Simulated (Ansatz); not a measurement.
LiNbO2 (space group P6_3/mmc)

```cif
data_Li2Nb2O4
_chemical_formula_sum 'Li2 Nb2 O4'
_space_group_name_H-M_alt 'P 1'
_space_group_IT_number 1
_cell_length_a 2.90325
_cell_length_b 2.90325
_cell_length_c 10.43545
_cell_angle_alpha 90.000
_cell_angle_beta 90.000
_cell_angle_gamma 120.000
loop_
_space_group_symop_operation_xyz
  'x, y, z'
loop_
_atom_site_label
_atom_site_type_symbol
_atom_site_fract_x
_atom_site_fract_y
_atom_site_fract_z
_atom_site_occupancy
Li1 Li 0.00000 0.00000 0.00000 1
Li2 Li 0.00000 0.00000 0.50000 1
Nb1 Nb 0.33333 0.66667 0.75000 1
Nb2 Nb 0.66667 0.33333 0.25000 1
O1 O 0.33333 0.66667 0.12318 1
O2 O 0.66667 0.33333 0.87682 1
O3 O 0.66667 0.33333 0.62318 1
O4 O 0.33333 0.66667 0.37682 1
```

This relaxed cell (volume V₀) is scaled evenly in all directions, its shape held. The atoms relax within the cell's symmetry.

All values below come from r2SCAN (plane waves to 500 eV, PAW, scalar-relativistic; Ansatz, a first-principles code). k mesh 13×13×4 (Γ-centred), Fermi-Dirac smearing 0.05 eV. E stands for the smeared free energy. Compression counts positive. With the shape held, the modulus is that of even scaling; a crystal free to change shape is softer. LiNbO2 is run without spin polarisation and with no Hubbard U. LiNbO2 was relaxed with its symmetry unable to fall. The zero of ΔE is the relaxed starting cell.

The scan covers V/V₀ from 0.900 to 1.100 in 9 points.

What is ΔE at V/V₀ = 1.100?

44.2 meV/atom.

What is ΔE at V/V₀ = 0.900?

62.2 meV/atom.

What pressure does the cell carry at V/V₀ = 0.900?

22.9 GPa.

(A scan under strain: stresses follow from slopes of the energy per volume, elastic moduli from its curvatures.)
